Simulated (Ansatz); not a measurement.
Ansatz run, TiOs

Input file of Ansatz 0.2.0:

```yaml
crystal:
  lattice:
    - [6.167358, 0.0, 0.0]
    - [0.0, 3.083679, 0.0]
    - [0.0, 0.0, 3.083679]
  atoms:
    - { symbol: Os, position: [0.0, 0.0, 0.0], spin: 2, spin_axis: [0.0, 0.0, 1.0] }
    - { symbol: Os, position: [0.5, 0.0, 0.0], spin: 2, spin_axis: [0.0, 0.0, 1.0] }
    - { symbol: Ti, position: [0.25, 0.5, 0.5], spin: 1, spin_axis: [0.0, 0.0, 1.0] }
    - { symbol: Ti, position: [0.75, 0.5, 0.5], spin: 1, spin_axis: [0.0, 0.0, 1.0] }
  symmetry: { tolerance: 0.0003 }
kpoints:
  mp_grid: { grid: [4, 8, 8], shift: [0, 0, 0] }
  band_path:
    path:
      - [0.0, 0.0, 0.0]
      - [0.0, 0.5, 0.0]
      - [1.0, 0.5, 0.0]
      - [0.0, 0.0, 0.0]
      - [1.0, 0.5, 0.5]
      - [0.0, 0.5, 0.0]
      - [1.0, 0.5, 0.5]
      - [1.0, 0.5, 0.0]
    npoints: 8
magnetization:
  noncollinear: true
  spin_orbit: true
scf:
  occupations: { method: fermi_dirac, width: 0.0188 }
  lower_state_search: "off"
  max_iter: 200
hamiltonian:
  pseudopotentials: { kind: paw_fr }
  xc: lda
basis:
  ecutwfc: 420
  fft_grid_basis: typed
output:
  forces: true
  stress: true
  eigenvalues: true
  bader: true
  populations: true
  elf: true
  write_potential: true
  volumetric_format: npy
  dos:
    e_range: [-12, 8]
    de: 0.05
    projected: { site_lists: { Os: [Os], Ti: [Ti] } }
    method: { smearing: { sigma: 0.1, scheme: gaussian } }
checkpoint:
  read: saved_state
```

The run starts from an earlier solution of this cell. The state carries no moments; the state need not be the lowest.

Output (shortened):

```
Magnetization: |M| = 0.0000 μB,  M = (+0.0000, +0.0000, +0.0000) μB
Absolute magnetization: 0.0000 μB (∫|m|, with the PAW one-centre terms)
  site 0: m = ( 0.0000, +0.0000,  0.0000) μB, |m| = 0.0000 μB  (R = 1.10 Å)
  site 1: m = ( 0.0000,  0.0000,  0.0000) μB, |m| = 0.0000 μB  (R = 1.10 Å)
  site 2: m = (+0.0000, +0.0000, +0.0000) μB, |m| = 0.0000 μB  (R = 1.10 Å)
  site 3: m = (+0.0000, +0.0000, +0.0000) μB, |m| = 0.0000 μB  (R = 1.10 Å)
Free energy (F): -27196.7659 eV
Harris-Foulkes:  -27196.7659 eV  (|F-HF|=1.46e-11)
Internal energy: -27196.7644 eV  (E = F + TS)
E sigma→0 (E₀):  -27196.7651 eV
Entropy (-TS):   -0.0015 eV (-0.379 meV/atom)
Fermi energy:    20.0922 eV
--- Per-component energies (eV) ---
  E_band       = -475.5931
  E_kinetic    = 1672.3612
  E_local      = -3188.3143  (includes V_loc(G=0)·N_el)
  E_nonlocal   = 13.2884
  E_hartree    = 1303.5166
  E_xc         = -725.8799
  E_vxc        = -814.4730  (∫ρ·V_xc dr)
  E_paw        = -19535.4978  (= ΣΔE_a)
  E_vpaw       = -765.4886  (= ΣTr[D̂ρ^β])
  E_aug_tail   = 0.0000  (compensation charges beyond the density's cutoff)
  E_ewald      = -6737.6361
  E_core_change = 1.3975  (= ΣΔE_core)
  E_smearing   = -0.0015  (= −TS)
--- Stress (GPa, compression-positive) ---
      -10.9185       0.0000       0.0000
        0.0000     -10.9186       0.0000
        0.0000       0.0000     -10.9186
  P = ⅓ Tr σ = -10.9186 GPa (-109.186 kbar)
--- Löwdin populations: 4 sites ---
  site symbol       q [e]
     0     Os     15.9189
     1     Os     15.9189
     2     Ti     11.7782
     3     Ti     11.7782
  spilling = 0.0108 (of n_electrons = 56.0000)
--- Bader charges: 4 sites ---
  site symbol  charge [e]  shift [e]  m_x [muB]  m_y [muB]  m_z [muB]
     0     Os     -1.3223     0.0030     0.0000     0.0000     0.0000
     1     Os     -1.3212     0.0030     0.0000     0.0000     0.0000
     2     Ti      1.3218     0.0030     0.0000     0.0000     0.0000
     3     Ti      1.3218     0.0030     0.0000     0.0000     0.0000
```

Origin: a database entry at a rescaled volume. Caveats: the SCF threshold is loose for a stress; atoms or cell far from equilibrium.
